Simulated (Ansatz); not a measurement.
Ba2LaTaO6:
```
CELL_PARAMETERS angstrom
      5.26655     3.04725     0.00000
     -5.26655     3.04725     0.00000
     -3.55190     0.00000     5.04354
ATOMIC_POSITIONS crystal
  Ba 0.24787 0.75213 0.74119
  Ba 0.75213 0.24787 0.25881
  La 0.00000 0.00000 0.00000
  Ta 0.50000 0.50000 0.50000
  O  0.69167 0.77036 0.68546
  O  0.30833 0.22964 0.31454
  O  0.77036 0.69167 0.31454
  O  0.22964 0.30833 0.68546
  O  0.27380 0.72620 0.20234
  O  0.72620 0.27380 0.79766
```

Relaxed with r²SCAN. Independent-particle spectrum: no excitons, no local fields, no scissors shift; 0.1 eV broadening; ε₁ of the summed bands alone.

Question: Tabulate the dielectric function from r²SCAN in the plane-wave PAW code Ansatz.

Answer: 

```
E (eV)  ε₁ xx  ε₂ xx  ε₁ yy  ε₂ yy  ε₁ zz  ε₂ zz
------  -----  -----  -----  -----  -----  -----
0.0      4.04   0.00   4.02   0.00   4.10   0.00
0.5      4.05   0.00   4.03   0.00   4.11   0.00
1.0      4.09   0.00   4.07   0.00   4.15   0.00
1.5      4.16   0.00   4.14   0.00   4.22   0.00
2.0      4.26   0.00   4.24   0.00   4.33   0.00
2.5      4.41   0.00   4.39   0.00   4.48   0.00
3.0      4.62   0.00   4.60   0.00   4.70   0.00
3.5      4.93   0.00   4.90   0.00   5.03   0.00
4.0      5.42   0.00   5.40   0.00   5.55   0.00
4.5      6.49   0.17   6.41   0.28   6.64   0.18
5.0      7.87   1.01   7.88   0.99   8.12   1.20
5.5      8.42   5.19   8.14   5.01   8.56   5.26
6.0      3.74   5.92   3.97   5.15   3.58   5.97
6.5      3.83   5.86   4.52   6.30   3.54   6.45
7.0      3.01   4.54   2.70   4.74   2.51   4.89
7.5      2.13   4.87   2.13   4.43   1.86   4.89
8.0      2.01   4.40   1.63   4.55   1.30   3.86
8.5      1.05   3.84   1.15   3.41   1.22   3.14
9.0      1.44   3.37   1.48   3.33   1.43   3.33
9.5      1.91   3.36   2.03   3.45   2.04   3.68
10.0     1.72   4.73   1.49   4.88   1.30   4.84
10.5     0.29   4.37   0.45   4.13   0.52   4.42
11.0    -0.40   3.65  -0.68   3.87  -0.45   3.78
11.5    -0.82   2.76  -0.85   2.72  -0.65   2.88
12.0    -0.78   2.14  -0.87   2.26  -0.80   2.39
```

Question: From ε at 5.2 eV (xx: 8.84 + 2.31i), find n, k, the normal reflectivity and the absorption coefficient.

Answer: n = 3.00, k = 0.385, R = 26 %, α = 2kE/ħc = 200000 cm⁻¹.

With all bands, ε∞ without local fields is 4.39 (xx), 4.36 (yy), 4.44 (zz).

Space group C2/m. The first step of the workflow began from a Materials Project structure, measured or hypothetical; the Crystallography Open Database copy checked does not list it. Its standing as an ambient phase is unchecked. The cell was relaxed with r²SCAN under the symmetry of its start; its stability against distortions is not shown here. The run is not spin-polarised. Spin–orbit coupling is left out wherever it is not named.

Potentials: the later of the program's two PAW sets.
